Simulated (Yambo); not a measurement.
RPA spectrum of YOF (space group R-3m, No. 166) on PBEsol bands in Yambo (8×8×8 mesh, 69 bands, 3 Ry local-field block, 0.2 eV broadening; field along x). CGrdSpXd merges neighbouring transition energies to save time; the report line [X-CG] gives the poles kept by one of the 4 MPI tasks, and where the merging fails may depend on that split. Axes are Cartesian, with cell vectors (Å) (1.90, 1.10, 6.30), (-1.90, 1.10, 6.30), (0.00, -2.19, 6.30).

| CGrdSpXd asked (%) | share reached (%) | poles used (one task) | static ε | largest change of Im ε (% of its maximum) | rough time |
|---|---|---|---|---|---|
| 100 | 100 | 14690 | 3.51 | 0.0 | 1 |
| 70 | 69 | 10283 | 3.51 | 0.0 | within a factor of two |
| 30 | 29 | 4372 | 3.51 | 0.1 | within a factor of two |
| 15 | 1 | 178 | 3.55 | 14 | within a factor of two |
| 5 | 1 | 178 | 3.55 | 14 | within a factor of two |

All runs end normally. In the runs at 15 %, 5 % few poles are left or the spectrum changes by over a quarter of its peak, and no warning says so. Times are rough ratios from shared machines. The k mesh wasn't tested; the rows compare only with each other.

Geometry of the Materials Project entry, not relaxed at this level; primitive cell a = b = c = 6.667 Å, α = β = γ = 33.08°.
